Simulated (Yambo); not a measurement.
A G0W0@PBEsol run in Yambo for K3RhF6 (space group Fm-3m, No. 225) (2×2×2 Γ-centred k mesh, bands 5 to 328 and a 8 Ry block in the screening, 328 bands in G with the Bruneval-Gonze terminator, plasmon pole fitted at 27.2 eV) gives these matrix elements, in eV, at the band edges (X → X):

```json
[
 {"state": "valence edge", "E0": "0.000", "<Vxc>": "-23.188", "<Σx>": "-29.576", "<Σc(E0)>": "4.365", "Z": "0.799"},
 {"state": "conduction edge", "E0": "2.110", "<Vxc>": "-22.833", "<Σx>": "-16.780", "<Σc(E0)>": "-3.277", "Z": "0.811"}
]
```

**Question.** Solve the linearised quasiparticle equation for both states, give the gap, and say how exchange and correlation each act on it.

**Answer.** E = E0 + Z(Σx + Σc − Vxc). Valence: 0.000 + 0.799 × (-29.576 + (4.365) − (-23.188)) = -1.62 eV. Conduction: 2.110 + 0.811 × (-16.780 + (-3.277) − (-22.833)) = 4.36 eV. The gap is 5.98 eV, against 2.11 eV in PBEsol. Replacing Vxc by bare exchange alone would open it by 12.44 eV; correlation takes back 7.64 eV of that, and Z scales what is left. Nearest settings tried, and what they do to the gap: 212 bands in G: -7 meV; 212 bands in W, 212 bands in G: +40 meV; 3 Ry block (137 vectors against 531): +184 meV. Not varied: mesh. So the settings aren't converged at that level. The k mesh is coarse. Spin-orbit splittings are left out.

Geometry of the Materials Project entry, not relaxed at this level; primitive cell a = b = c = 6.237 Å, α = β = γ = 60.00°.

The structure is a Materials Project entry; no match was found in the copy of COD used, and its stability was not checked.
